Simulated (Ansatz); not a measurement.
TiFe:
```yaml
crystal:
  lattice:
    - [2.93820, 0.00000, 0.00000]
    - [0.00000, 2.93820, 0.00000]
    - [0.00000, 0.00000, 2.93820]
  atoms:
    - { symbol: Ti, position: [0.00000, 0.00000, 0.00000] }
    - { symbol: Fe, position: [0.50000, 0.50000, 0.50000] }
```

Relaxed with r²SCAN. Special points in fractions of this cell's reciprocal vectors: Γ (0.000, 0.000, 0.000); X (0.000, 0.500, 0.000); M (0.500, 0.500, 0.000); R (0.500, 0.500, 0.500).

Task: List the band energies nearest the Fermi level at these points for r²SCAN (plane waves, PAW; program Ansatz).

Result: In eV from the Fermi level; about four levels below and three above (degenerate sets whole), none deeper than 8.9 eV; points with the same levels are listed once.

```csv
k,below,above
Γ,-3.86 -3.86 -1.21 -1.21 -1.21,1.57 1.57 3.40 3.40 3.40
X,-1.32 -1.32 -0.68 -0.60,1.00 1.00 1.15
M,-4.48 -3.98 -2.39 -2.39,0.35 0.74 0.91 0.91
R,-2.44 -2.44 -2.44 -2.06 -2.06 -2.06,0.40 0.40 3.84 3.84
```

Space group Pm-3m (CsCl type). The first step of the workflow began from a Materials Project structure, measured or hypothetical; the Crystallography Open Database files this formula in space group No. 221, but the cells were not matched. Whether it is the stable phase at ambient conditions was not checked. The cell was relaxed with r²SCAN under the symmetry of its start; its stability against distortions is not shown here. No spin polarisation was allowed.

Potentials: the later of the program's two PAW sets.
